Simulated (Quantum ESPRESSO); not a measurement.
Si7As, a curve over strain

Simulated, not a measurement. The program is pw.x of Quantum ESPRESSO 7.5 (plane-wave density functional theory). The cell is made up: 8 atoms on a zincblende/diamond lattice, with randomly drawn elements, strain and displacements, not relaxed. PseudoDojo standard norm-conserving files (v0.5 for PBE, v0.4.1 for LDA and PBEsol) set the functional; there is no spin polarisation, spin-orbit coupling or dispersion term, and the masses in the input are unused placeholders. A spin-polarised start on this cell or one of its family kept no moment.

Seven runs add a strain to one cell (the same linear strain along x, y and z); the atoms follow the cell and are not relaxed. Stress in the table is positive in tension.

Input of the run at -0.0083:

```
&control calculation='scf', pseudo_dir='./dojo.nc.sr.pbe.v0_5.standard.upf', outdir='./o', disk_io='medium', tprnfor=.true., tstress=.true. /
&system ibrav=0, nat=8, ntyp=2, nbnd=32, ecutwfc=84.00895049, nosym=.true., tot_charge=0,
 occupations='smearing', smearing='fd', degauss=0.0073498644
/
&electrons conv_thr=7.350e-09, electron_maxstep=60, /
ATOMIC_SPECIES
As 1.0 As.upf
Si 1.0 Si.upf
CELL_PARAMETERS angstrom
5.3583 0.0842 0.0069
0.0842 5.3823 0.0282
0.0069 0.0282 5.3421
ATOMIC_POSITIONS angstrom
Si 0.0628 -0.0034 -0.0406
Si -0.1261 2.6363 2.7706
Si 2.6251 -0.0381 2.6509
Si 2.766 2.5668 0.0865
As 1.5196 1.4435 1.3157
Si 1.4348 4.0105 4.052
Si 3.8647 1.4792 3.8382
Si 4.0998 4.0356 1.2628
K_POINTS automatic
6 6 6 1 1 1
```

| added strain | free energy less that of the input shown (eV) | stress xx (GPa) | stress yy (GPa) | stress zz (GPa) | stress xy (GPa) | pressure (GPa) | iterations |
| --- | --- | --- | --- | --- | --- | --- | --- |
| -0.0196 | 0.3609 | -13.66 | -12.63 | -13.50 | -4.00 | 13.26 | 10 |
| -0.0161 | 0.2351 | -12.30 | -11.24 | -12.11 | -3.79 | 11.88 | 10 |
| -0.0109 | 0.0712 | -10.37 | -9.28 | -10.16 | -3.47 | 9.94 | 10 |
| -0.0083 | 0.0000 | -9.46 | -8.34 | -9.23 | -3.33 | 9.01 | 10 |
| +0.0085 | -0.3115 | -4.28 | -3.05 | -3.96 | -2.48 | 3.76 | 10 |
| +0.0109 | -0.3362 | -3.63 | -2.39 | -3.31 | -2.37 | 3.11 | 10 |
| +0.0229 | -0.3952 | -0.74 | 0.57 | -0.36 | -1.87 | 0.18 | 10 |

A cubic fit gives a slope of stress xx against the added strain of 308 GPa at zero added strain, with the atoms clamped. Across the table the free energy follows the integral of the stress to within 1.3 meV. A rerun of one of the cells at 1437 eV and a 8 x 8 x 8 mesh moved values by no more than 0.003 eV in energy, 0.11 GPa in stress and 0.018 eV/Å in force.